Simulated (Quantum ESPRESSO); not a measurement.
Inputs of pw.x and gipaw.x (a modified build of Quantum ESPRESSO, PBE) for Al₂O₃; the starting potential comes from an earlier run on another mesh:

```
&CONTROL
  calculation = 'scf'
  prefix = 'x'
  pseudo_dir = './pseudo'
  outdir = './out'
  tprnfor = .true.
/
&SYSTEM
  ibrav = 0
  nat = 10
  ntyp = 2
  ecutwfc = 45
  ecutrho = 180
  occupations = 'fixed'
  nbnd = 24
/
&ELECTRONS
  conv_thr = 1e-11
  startingpot = 'file'
/
ATOMIC_SPECIES
Al 26.982 Al.GGA_PBE-JTH.UPF
O 15.999 O.GGA_PBE-JTH.UPF
CELL_PARAMETERS angstrom
    2.402514990052     1.387092676239     4.372083000000
   -2.402514990052     1.387092676239     4.372083000000
    0.000000000000    -2.774185352478     4.372083000000
ATOMIC_POSITIONS crystal
Al     0.144850347985     0.144850347985     0.144850346886
Al     0.855149652015     0.855149652015     0.855149650916
Al     0.355149652015     0.355149652015     0.355149650916
Al     0.644850347985     0.644850347985     0.644850346886
O      0.943860000000     0.556140000000     0.249999998901
O      0.056140000000     0.443860000000     0.749999998901
O      0.250000000000     0.943860000000     0.556139998901
O      0.750000000000     0.056140000000     0.443859998901
O      0.556140000000     0.250000000000     0.943859998901
O      0.443860000000     0.750000000000     0.056139998901
K_POINTS automatic
4 4 4 1 1 1
```

```
&INPUTGIPAW
  job = 'nmr'
  prefix = 'x'
  tmp_dir = './out/'
  restart_mode = 'from_scratch'
  pawproj(1) = .true.
  pawproj(2) = .true.
  use_nmr_macroscopic_shape = .false.
/
```

The cell was made here from a computed Materials Project entry: Al1 and its equivalents moved by 0.04 Å along (0.00, 0.00, -1.00), space group kept. The parent is Al2O3 in R-3c. Stability against distortions was not tested.

**Question.** Give the final section of the GIPAW output.

**Answer.** 
```
     Total NMR chemical shifts in ppm: ---------------------------------------
     (adopting the Simpson convention for anisotropy and asymmetry)-----------

     Atom  1  Al  pos: (  0.000000  0.000000  0.366920)  Total sigma:         532.91
           538.5711         -1.9988          0.0000
             1.9988        538.5711         -0.0000
             0.0000         -0.0000        521.5907

     Al      1    anisotropy:    -16.98    eta:    0.0000

     Atom  2  Al  pos: (  0.000000  0.000000  2.166175)  Total sigma:         532.91
           538.5711         -1.9988         -0.0000
             1.9988        538.5711          0.0000
            -0.0000          0.0000        521.5907

     Al      2    anisotropy:    -16.98    eta:    0.0000

     Atom  3  Al  pos: (  0.000000  0.000000  0.899628)  Total sigma:         532.91
           538.5711          1.9988          0.0000
            -1.9988        538.5711          0.0000
             0.0000          0.0000        521.5907

     Al      3    anisotropy:    -16.98    eta:    0.0000

     Atom  4  Al  pos: (  0.000000  0.000000  1.633467)  Total sigma:         532.91
           538.5711          1.9988         -0.0000
            -1.9988        538.5711         -0.0000
            -0.0000         -0.0000        521.5907

     Al      4    anisotropy:    -16.98    eta:    0.0000

     Atom  5  O   pos: (  0.179898  0.267884  1.477639)  Total sigma:         158.92
           163.0024          0.0000          0.0000
             0.0000        154.0379         -2.9343
             0.0000         -1.3988        159.7318

     O       5    anisotropy:     -8.43    eta:    0.4522

     Atom  6  O   pos: ( -0.179898 -0.267884  1.055456)  Total sigma:         158.92
           163.0024         -0.0000         -0.0000
            -0.0000        154.0379         -2.9343
            -0.0000         -1.3988        159.7318

     O       6    anisotropy:     -8.43    eta:    0.4522

     Atom  7  O   pos: ( -0.321944  0.021854  1.477639)  Total sigma:         158.92
           156.2790         -3.8818          2.5412
            -3.8818        160.7613          1.4672
             1.2114          0.6994        159.7318

     O       7    anisotropy:     -8.43    eta:    0.4522

     Atom  8  O   pos: (  0.321944 -0.021854  1.055456)  Total sigma:         158.92
           156.2790         -3.8818          2.5412
            -3.8818        160.7613          1.4672
             1.2114          0.6994        159.7318

     O       8    anisotropy:     -8.43    eta:    0.4522

     Atom  9  O   pos: (  0.142046 -0.289738  1.477639)  Total sigma:         158.92
           156.2790          3.8818         -2.5412
             3.8818        160.7613          1.4672
            -1.2114          0.6994        159.7318

     O       9    anisotropy:     -8.43    eta:    0.4522

     Atom 10  O   pos: ( -0.142046  0.289738  1.055456)  Total sigma:         158.92
           156.2790          3.8818         -2.5412
             3.8818        160.7613          1.4672
            -1.2114          0.6994        159.7318

     O      10    anisotropy:     -8.43    eta:    0.4522
```
The printed anisotropy is 3/2 (σ_33 − σ_iso) in the program's own order; the axes are left out here. Anisotropies that symmetry doesn't fix are less certain than the isotropic values. Shieldings are absolute and leave out the bulk-susceptibility term; a larger σ means a smaller chemical shift. By our sweeps, such settings leave a few ppm in absolute σ. No d partial waves on Al: the paramagnetic term there is incompletely reconstructed. The structure is static (0 K, no zero-point motion).
